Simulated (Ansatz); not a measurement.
LaSi:
```cif
data_La4Si4
_chemical_formula_sum 'La4 Si4'
_space_group_name_H-M_alt 'Pnma'
_space_group_IT_number 62
_space_group_name_Hall '-P 2ac 2n'
_cell_length_a 8.30425
_cell_length_b 3.92644
_cell_length_c 5.94157
_cell_angle_alpha 90.000
_cell_angle_beta 90.000
_cell_angle_gamma 90.000
loop_
_atom_site_label
_atom_site_type_symbol
_atom_site_symmetry_multiplicity
_atom_site_Wyckoff_symbol
_atom_site_fract_x
_atom_site_fract_y
_atom_site_fract_z
_atom_site_occupancy
La1 La 4 c 0.17918 0.25000 0.11194 1
Si1 Si 4 c 0.03316 0.25000 0.61702 1
```

Relaxed with LDA.

Problem. Which orbitals make up the states near the Fermi level in LDA (plane waves, PAW; program Ansatz)?

Solution. Within 0.5 eV of the Fermi level: La 5d 67 %, Si 3p 15 %, La 4f 7 %. Projections are on Löwdin-orthogonalised atomic valence shells; empty p or d shells of many metals are not among them.

Problem. Tabulate the density of states.

Solution. States/eV per cell of 8 atoms, in 0.25 eV bins, energy from the Fermi level.

```tsv
E (eV)	total	La 4f	La 5d	Si 3p
-7.85	1.82	0.01	0.37	0.33
-7.60	0.40	0.00	0.08	0.08
-7.35	0.93	0.01	0.16	0.18
-7.10	1.40	0.01	0.23	0.28
-6.85	1.18	0.01	0.21	0.24
-6.60	1.11	0.01	0.21	0.23
-6.35	1.10	0.02	0.21	0.22
-6.10	1.14	0.02	0.23	0.22
-5.85	1.24	0.02	0.25	0.23
-5.60	1.63	0.03	0.33	0.29
-5.35	4.43	0.06	0.89	0.83
-5.10	1.67	0.03	0.27	0.34
-4.85	0.09	0.00	0.02	0.02
-4.60	0.00	0.00	0.00	0.00
-4.35	0.00	0.00	0.00	0.00
-4.10	0.00	0.00	0.00	0.00
-3.85	0.00	0.00	0.00	0.00
-3.60	2.29	0.02	0.46	1.33
-3.35	5.90	0.07	1.27	3.45
-3.10	4.40	0.06	1.01	2.60
-2.85	3.25	0.05	0.74	1.95
-2.60	6.62	0.11	1.85	3.77
-2.35	5.22	0.12	1.46	3.12
-2.10	6.66	0.18	2.05	3.79
-1.85	8.23	0.26	2.77	4.38
-1.60	6.73	0.21	2.51	3.37
-1.35	5.51	0.18	2.63	2.29
-1.10	6.25	0.27	2.90	2.58
-0.85	2.86	0.15	1.35	1.10
-0.60	2.90	0.14	1.76	0.68
-0.35	6.35	0.28	4.34	0.99
-0.10	7.60	0.42	5.09	1.22
0.15	6.93	0.56	4.70	0.97
0.40	4.84	0.68	3.02	0.63
0.65	5.23	1.03	2.85	0.75
0.90	6.81	1.80	3.45	0.92
1.15	6.92	2.66	3.04	0.67
1.40	11.67	6.08	3.83	0.89
1.65	19.19	13.44	3.52	0.88
1.90	29.19	24.87	2.74	0.54
```

The workflow started from an entry of the Crystallography Open Database (COD). Its standing as an ambient phase is unchecked. Symmetry was held in the LDA relaxation; of distortions, only those at the zone centre were tested. Scalar-relativistic: spin–orbit coupling is off unless named, which matters more the heavier the elements.

Potentials: the later of the program's two PAW sets.
